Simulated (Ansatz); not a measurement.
A crystal relaxed with r2SCAN in the plane-wave code Ansatz has space group P-4m2 (No. 115) and a = 4.093 Å, c = 5.803 Å.

```csv
atom,site,x,y,z
P,1a,0.0000,0.0000,0.0000
Xx,2g,0.0000,0.5000,0.7760
Sb,1c,0.5000,0.5000,0.5000
```

With r2SCAN the gap is 0.49 eV and direct, at Γ. The HSE06 gap is direct at Γ: 0.86 eV. With PBE the gap is 0.14 eV and direct, at Γ. Meshes: r2SCAN 6×6×4, HSE06 4×4×4, PBE 6×6×4.

Problem. Which element is Xx?
A. Ga
B. Al
C. Tl
D. B

Solution. A. Xx is Ga: an ordered 4-atom cell of Ga₂SbP on the zincblende lattice (P-4m2). P is surrounded by 4 Ga at 2.42 Å; Ga is surrounded by 2 P at 2.42 Å and 2 Sb at 2.60 Å; Sb is surrounded by 4 Ga at 2.60 Å.

Values at 0 K without nuclear motion; spin polarisation is off, and the phase may be a hypothetical one.

Spin-orbit coupling is left out, which matters wherever the heavy atoms make up the band edges.

The meshes of the hybrids are coarse, so their gaps aren't converged to the digits shown.
